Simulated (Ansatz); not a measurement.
**CaAl₂Ge₂ squeezed and stretched**

A database entry relaxed whole under r2SCAN (P-3m1):

```yaml
crystal:
  lattice:
    - [4.17067, 0.00000, 0.00000]
    - [-2.08533, 3.61190, 0.00000]
    - [0.00000, 0.00000, 7.13941]
  atoms:
    - { symbol: Ca, position: [0.00000, 0.00000, 0.00000] }
    - { symbol: Al, position: [0.33333, 0.66667, 0.62794] }
    - { symbol: Al, position: [0.66667, 0.33333, 0.37206] }
    - { symbol: Ge, position: [0.33333, 0.66667, 0.26155] }
    - { symbol: Ge, position: [0.66667, 0.33333, 0.73845] }
```

The cell was scaled uniformly, its shape held, and the atoms relaxed at each volume with plane-wave PAW DFT (Ansatz 0.2.0; r2SCAN, 500 eV, 9×9×5 Γ-centred mesh, fermi-dirac occupations of width 0.100 eV; no spin, no spin-orbit coupling). One row is withheld.

```
volume (Å³/atom)  energy over the lowest (meV/atom)  pressure (GPa)
          20.219                               17.5            4.57
          20.649                                7.5            2.89
          21.079                                1.8            1.37
          21.510                                0.0            0.01
          21.940                                  ?               ?
          22.370                                6.5           -2.34
          22.800                               14.2           -3.33
```

Question: Fit the pressures of the other rows to the third-order Birch-Murnaghan form.

Answer: With f = [(V₀/V)^(2/3) − 1]/2 and P = 3B₀f(1 + 2f)^(5/2)[1 + 3(B₀′ − 4)f/2], least squares gives V₀ = 21.51 Å³ an atom, B₀ = 64.8 GPa and B₀′ = 4.2; the rows miss the fit by less than 0.01 GPa. The slope of the energies differs from these pressures by less than 0.05 GPa.

Question: What does the withheld row hold?

Answer: The fit gives -1.22 GPa at 21.940 Å³; the run gave -1.23 GPa and 1.7 meV an atom.

Caveats: the shape of the cell was held, so B₀ is an upper bound where the axes differ in stiffness; 0 K, fixed nuclei; the symmetry was kept, and this need not be the phase that is stable at 0 K; one mesh for all volumes; pressure is positive in compression.
